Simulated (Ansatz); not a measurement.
BaInHO₂:
```yaml
crystal:
  lattice:
    - [4.28398, 0.00000, 0.00000]
    - [0.00000, 4.28398, 0.00000]
    - [0.00000, 0.00000, 3.88065]
  atoms:
    - { symbol: Ba, position: [0.50000, 0.50000, 0.50000] }
    - { symbol: In, position: [0.00000, 0.00000, 0.00000] }
    - { symbol: O, position: [0.50000, 0.00000, 0.00000] }
    - { symbol: O, position: [0.00000, 0.50000, 0.00000] }
    - { symbol: H, position: [0.00000, 0.00000, 0.50000] }
```

Relaxed with PBEsol.

Question: Give the optical modes at the zone centre with their infrared activity from DFPT, PBEsol in the plane-wave PAW code Ansatz.

Answer: Transverse frequencies, without the LO–TO term; a row sums one degenerate level.

| ω (cm⁻¹) | degeneracy | IR ((D/Å)²/amu) | activity | symmetry |
|---|---|---|---|---|
| 66 | 1 | 17.57 | IR | A2u |
| 103 | 2 | 7.81 | IR | Eu |
| 105 | 1 | 4.16 | IR | A2u |
| 108 | 1 | 0.00 | IR-inactive | B2u |
| 183 | 2 | 14.64 | IR | Eu |
| 421 | 2 | 58.99 | IR | Eu |
| 656 | 2 | 0.56 | IR | Eu |
| 1479 | 1 | 63.94 | IR | A2u |

Question: How high does the top mode go among those that the LO–TO term moves?

Answer: 662 cm⁻¹ for q along x, 662 cm⁻¹ for q along y, 1590 cm⁻¹ for q along z.

Space group P4/mmm. The start of the workflow was typed in or built on a structure type; neither database checked (COD, Materials Project) lists it. Whether it is the stable phase at ambient conditions was not checked. The PBEsol relaxation kept the symmetry of its start. At this level the phase is dynamically unstable (imaginary phonons). Scalar-relativistic: spin–orbit coupling is off unless named, which matters more the heavier the elements.

Potentials: the earlier of the program's two PAW sets. The files were generated under PBE; for other functionals the program regenerates the frozen cores, and for LDA and PBEsol the local potential too.
